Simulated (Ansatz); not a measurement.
# What DFT gives for CaAu₂

```
CELL_PARAMETERS angstrom
5.92107 0.00000 0.00000
0.00000 6.17917 0.00000
0.00000 0.00000 3.90481
ATOMIC_POSITIONS crystal
Au 0.27500 0.32500 0.00000
Au 0.72500 0.67500 0.00000
Au 0.77500 0.17500 0.50000
Au 0.22500 0.82500 0.50000
Ca 0.00000 0.00000 0.00000
Ca 0.50000 0.50000 0.50000
```

The numbers come from plane-wave PAW DFT (Ansatz): r2SCAN, no spin polarisation, 500 eV, 5×4×7 Γ-centred k points, fermi-dirac occupations (width 0.1 eV). Nothing was relaxed.

Question: Is it stable against the elements?

Answer: 0.27 eV an atom against the elements' usual phases (free molecules for gases, crystals otherwise, with no correction for O₂ or N₂), so at this geometry it isn't bound against them. Relaxing would lower it.

Question: Give the Bader charges.

Answer: Bader charges in e: Ca +1.31, Au -0.65. In the mean Ca gives up most and Au takes most.

Question: Describe some of the short contacts.

Answer: Au–Ca at 2.59 Å: least valence density 0.32 e/Å³ and ELF 0.12 there. Both are smooth PAW fields, read partly inside the augmentation spheres.

Question: Metal or insulator? Give the gap.

Answer: The gap is 0.65 eV, indirect (the least direct gap found is 0.65 eV). A semilocal functional usually gives too small a gap.

Question: Is the cell too large or too small?

Answer: The pressure is 17.3 GPa (compression positive), so with the atoms held at these fractions the cell would first expand. The principal stresses 15.4, 16.4, 20.2 GPa differ, so its shape would change too.

Origin: a known structure type with other elements, at an estimated volume, so it need not be a known compound. Caveats: no spin-orbit coupling, which can shift this gap by tenths of an eV; atoms or cell far from equilibrium.
